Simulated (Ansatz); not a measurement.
Is this SiW7 structure a true minimum?

It was reached by relaxing an invented guess, and it needn't be the stable form of this composition.

These are results of Ansatz 0.2.0, DFT PBE, scalar-relativistic, plane waves, PAW, not measurements. Plane waves to 420 eV, a k mesh through Γ of 8×8×8 on the computed 8-atom cell and Gaussian smearing (0.10 eV); no spin polarisation.

The cell below (8 atoms, space group Im-3m (No. 229)) is relaxed within its symmetry.

```
Si W
1.0
    -3.15530    3.15530    3.15530
     3.15530   -3.15530    3.15530
     3.15530    3.15530   -3.15530
Si W
1 7
Direct
  0.00000 0.00000 0.00000
  0.00000 0.50000 0.50000
  0.50000 0.50000 0.50000
  0.00000 0.50000 0.00000
  0.50000 0.00000 0.00000
  0.50000 0.00000 0.50000
  0.50000 0.50000 0.00000
  0.00000 0.00000 0.50000
```

For the test it was strained at random (σ = 1.5 % a component), the atoms were moved at random (σ = 0.15 Å), and all was relaxed again on a coarse 6×6×6 mesh (in the run’s order of axes) with 0.20 eV smearing, with no symmetry imposed.

These runs have no spin–orbit coupling, which can matter for W.

**Question.** What happens?

**Answer.** It returns, within 1 meV/atom of the unmoved cell on that mesh and with the same symmetry when read at 0.1 Å. No instability shows in this cell; modes of other wave vectors, which need another repeat, aren't tested.
